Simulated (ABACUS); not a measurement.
A self-consistent single point of ZnSe (F-43m, 2 atoms in the cell; from Materials Project mp-1190, changed as shown).

```xyz
2
Lattice="0.0000 2.7942 2.7942 2.7942 0.0000 2.7942 2.7942 2.7942 0.0000" Properties=species:S:1:pos:R:3 pbc="T T T"
Zn     0.0000     0.0000     0.0000
Se     4.1912     4.1912     4.1912
```

Level of theory: PBE, numerical atomic orbitals DZP (confined pseudo-atomic orbitals with Gaussian additions; energy shift 0.01 Ry), PseudoDojo 0.5 standard norm-conserving PBE (tails mended) pseudopotentials (ABACUS 3.10.1).

ABACUS settings:

basis: DZP numerical atomic orbitals, energy shift 0.01 Ry
KPT: Gamma 8 8 8 0 0 0
basis_type: lcao
dft_functional: PBE
ecutwfc: 100 Ry
smearing_method: gaussian
smearing_sigma: 0.00146997 Ry
potentials: PseudoDojo 0.5 standard norm-conserving PBE (tails mended)
symmetry: 1
ks_solver: genelpa
scf_nmax: 100
scf_thr: 1.0e-06
mixing_type: broyden
mixing_beta: 0.4

Results:

```
Item                                                     Result
------------------------------------------------  -------------
Number of valence electrons                                  36
Number of bands                                              28
Number of k-points after the program's reduction             29
Size of the basis                                            51
Number of SCF iterations                                      9
Free energy E − TS                                -8988.1152 eV
Top of the valence band (on the code's own zero)        9.07 eV
Gap on the k-point mesh                                 1.74 eV
Pressure                                               5.93 GPa
```

Stress (GPa, positive for compression):
```
5.93  0.00  0.00
0.00  5.93  0.00
0.00  0.00  5.93
```

The gap is read on the k-point mesh of the run and can differ from the gap over the whole zone at this level.

For comparison: a first run was changed to give this one (volume scaled by 0.96), and from it to this one the free energy rises by 24.2 meV/atom, the pressure goes from 2.72 to 5.93 GPa and the gap on the mesh goes from 1.544 to 1.744 eV.

The atom-centred basis is finite, which shifts total energies, pressures and gaps against plane waves. The structure comes from a collection of computed structures, made at another level of theory; the collection holds predicted forms beside known ones.

The atomic orbitals were generated for these runs; they are not ABACUS's published sets and were checked against plane waves on a few crystals only.

“Tails mended”: in these copies of the files the far tail of each local potential was reset to the Coulomb form.
